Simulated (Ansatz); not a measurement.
One stationary structure of Ge(SbTe$_{2}$)$_{2}$. Level of theory: PBEsol (plane waves to 420 eV, PAW, scalar-relativistic; Ansatz, a quantum-chemistry and plane-wave program).

```xyz
7
Lattice="2.1211 1.2246 13.4038 -2.1211 1.2246 13.4038 0.0000 -2.4492 13.4038" Properties=species:S:1:pos:R:3 pbc="T T T"
Ge     0.0000     0.0000     0.0000
Sb     0.0000     0.0000    17.0520
Sb     0.0000     0.0000    23.1595
Te     0.0000     0.0000     5.3625
Te     0.0000     0.0000    34.8490
Te     0.0000     0.0000    11.7432
Te     0.0000     0.0000    28.4682
```

**Question.** Determine the symmetry and give the standard cell with its independent sites.

**Answer.** Space group R-3m, hexagonal axes (No. 166); a = b = 4.242 Å, c = 40.211 Å, α = β = 90.00°, γ = 120.00°

| atom | site | symmetry | x | y | z |
|---|---|---|---|---|---|
| Ge | 3a | -3m | 0.0000 | 0.0000 | 0.0000 |
| Sb | 6c | 3m | 0.0000 | 0.0000 | 0.4241 |
| Te | 6c | 3m | 0.0000 | 0.0000 | 0.1334 |
| Te | 6c | 3m | 0.0000 | 0.0000 | 0.2920 |

**Question.** Give the shortest distances between elements (the closest pairs, up to four, under 3.6 Å).

**Answer.** Ge–Te 2.96 Å; Sb–Te 2.99 Å.

```json
{
  "volume_per_atom": "29.84 Å³",
  "band_gap": "no clear gap: the sampled points leave 0.12 eV away from the symmetry points, which may be a band crossing missed between them",
  "smallest_direct_gap": "0.13 eV at T"
}
```

No spin polarisation in the result. Spin-orbit coupling is missing; with elements this heavy it can move band edges by tenths of an eV or more.

The run could not lose the symmetry of its start.

The first start was generated by placing the elements on the sites of a structure type. Materials Project lists a structure of Ge(SbTe2)2 in the same space group, R-3m (No. 166); the sites were not compared with it, nor with measured phases.
